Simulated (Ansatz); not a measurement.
**Computed properties of C**

C:
Space group R-3c, hexagonal axes (No. 167); a = b = 9.687 Å, c = 4.182 Å, α = β = 90.00°, γ = 120.00°

```tsv
atom	site	symmetry	x	y	z
C	36f	1	0.1358	0.1360	0.0829
```
(The calculation used a cell of 12 atoms; values per cell refer to that cell.)

Space group R-3c (No. 167); conventional cell a = b = 9.687 Å, c = 4.182 Å, α = β = 90.00°, γ = 120.00°.

Method: DFT-r²SCAN in the program Ansatz with PAW potentials. Geometry: relaxed at this level of theory. Other levels are named where they apply.

### Cell and energy

| Property | Result |
|---|---|
| Volume per atom | 9.44 Å³ |
| Density | 2.11 g/cm³ |

### Electronic structure

| Item | Value |
|---|---|
| Electronic character | metallic (no gap) |
| Density of states at the Fermi level | 0.36 states/eV per atom (mean over ±0.08 eV) |

### Mechanics

| Quantity | Result |
|---|---|
| Bulk modulus (Birch–Murnaghan fit) | 130 kbar |
| Pressure derivative B′ | 10.1 |

The start of the workflow was typed in or built on a structure type; neither database checked (COD, Materials Project) lists it. It is not the phase usual at ambient conditions (space group No. 194, 227). The cell was relaxed with r²SCAN under the symmetry of its start; its stability against distortions is not shown here. The volume moved by 124 % from the start of the relaxation.

Potentials: the earlier of the program's two PAW sets.
